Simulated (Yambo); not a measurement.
Yambo run on Cs2SiF6 (space group Fm-3m, No. 225). The wavefunctions come from this Quantum ESPRESSO step (PBEsol, PseudoDojo standard norm-conserving files, scalar-relativistic):

```
&CONTROL
  calculation = 'nscf'
  pseudo_dir = './pseudo'
  outdir = './out'
/
&SYSTEM
  ibrav = 0
  nat = 9
  ntyp = 3
  ecutwfc = 84.0
  ecutrho = 336.0
  occupations = 'fixed'
  force_symmorphic = .true.
  nbnd = 320
/
&ELECTRONS
  conv_thr = 9.000000000000001e-09
  diago_full_acc = .true.
  diago_thr_init = 1e-08
/
ATOMIC_SPECIES
F 18.9984 F.upf
Si 28.0850 Si.upf
Cs 132.9055 Cs.upf
CELL_PARAMETERS angstrom
  0.000000000000   4.414100000000   4.414100000000
  4.414100000000   0.000000000000   4.414100000000
  4.414100000000   4.414100000000   0.000000000000
ATOMIC_POSITIONS crystal
F   0.806990000000   0.193010000000   0.806990000000
F   0.193010000000   0.806990000000   0.193010000000
F   0.806990000000   0.193010000000   0.193010000000
F   0.193010000000   0.806990000000   0.806990000000
F   0.806990000000   0.806990000000   0.193010000000
F   0.193010000000   0.193010000000   0.806990000000
Si   0.000000000000   0.000000000000   0.000000000000
Cs   0.750000000000   0.750000000000   0.750000000000
Cs   0.250000000000   0.250000000000   0.250000000000
K_POINTS automatic
2 2 2 0 0 0
```

Yambo input:

```
rim_cut
gw0
dyson
el_el_corr
HF_and_locXC
ppa
em1d
RandQpts= 1000000
RandGvec= 1 Ry
EXXRLvcs= 84 Ry
VXCRLvcs= 336 Ry
Chimod= "HARTREE"
% BndsRnXp
 1 | 317 |
%
NGsBlkXp= 8 Ry
% LongDrXp
 1.0 | 1.0 | 1.0 |
%
PPAPntXp= 27.2114 eV
% GbndRnge
 1 | 317 |
%
GTermKind= "BG"
DysSolver= "n"
ExtendOut
% QPkrange
 1 | 1 | 32 | 33 |
 2 | 2 | 32 | 33 |
 3 | 3 | 32 | 33 |
%
```

k points by index: 1 = Γ, 2 = L, 3 = X.

Table of the .qp output:

```
#    K-point    Band    Eo [eV]    E [eV]    E-Eo [eV]    Vxc [eV]    Vnlxc [eV]    Sc|Eo [eV]    Sc|E [eV]    dSc/dw|Eo [eV]    Re(Z)    Im(Z)
#
    1    32    0.000000    -2.696936    -2.696936    -22.82235    -30.78908    4.696647    5.269793    -5.782655    0.824735    -0.945062E-3
    1    33    7.260216    8.345165    1.084949    -8.096349    -4.090984    -2.800507    -2.920417    -3.007289    0.900482    -0.585461E-3
    2    32    -0.024361    -2.717596    -2.693234    -22.61538    -30.51063    4.632883    5.202021    -5.750103    0.825550    -0.942391E-3
    2    33    8.776783    9.794377    1.017593    -7.401573    -3.643447    -2.628513    -2.740532    -2.995320    0.900839    -0.621619E-3
    3    32    -0.007510    -2.704135    -2.696625    -22.79366    -30.75164    4.688610    5.261362    -5.779344    0.824818    -0.945354E-3
    3    33    8.930479    10.05512    1.124638    -7.892401    -4.034249    -2.605755    -2.733515    -3.091080    0.897992    -0.610901E-3
```
(The two width columns are left out.) Convergence of these settings isn't established.

Geometry of the Materials Project entry, not relaxed at this level.
